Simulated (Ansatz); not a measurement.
Relaxing SiAu in the L11 type

First guess:

```xyz
2
Lattice="1.3798 -0.7967 4.5075 0.0000 1.5933 4.5075 -1.3798 -0.7967 4.5075" Properties=species:S:1:pos:R:3 pbc="T T T"
Au    0.0000    0.0000    0.0000
Si    0.0000    0.0000    6.7612
```

All numbers below come from Ansatz 0.2.0, DFT, r2SCAN, PAW with Ansatz's default frozen-core files, scalar-relativistic.

Cell and atoms relax within the symmetry of the start on a 15×15×15 k mesh with 0.08 eV Fermi–Dirac smearing.

The start is built from a prototype, known or not as a phase of this compound; the cutoff is 500 eV.

Spin–orbit coupling is left out, though it moves levels of the heavy atoms by tenths of an eV or more.

(1) What is the pressure of the first guess?

(2) What does it relax to?

(3) How much energy does the relaxation release?

Answers

(1) 17.06 GPa.

(2) a = 3.297 Å, b = 3.297 Å, c = 10.851 Å, α = 90.00°, β = 90.00°, γ = 120.00° (conventional cell), 17.02 Å³ per atom:
```
CELL_PARAMETERS angstrom
1.64828 -0.95164 3.61687
0.00000 1.90327 3.61687
-1.64828 -0.95164 3.61687
ATOMIC_POSITIONS crystal
Au 0.00000 0.00000 0.00000
Si 0.50000 0.50000 0.50000
```

(3) 306 meV/atom.
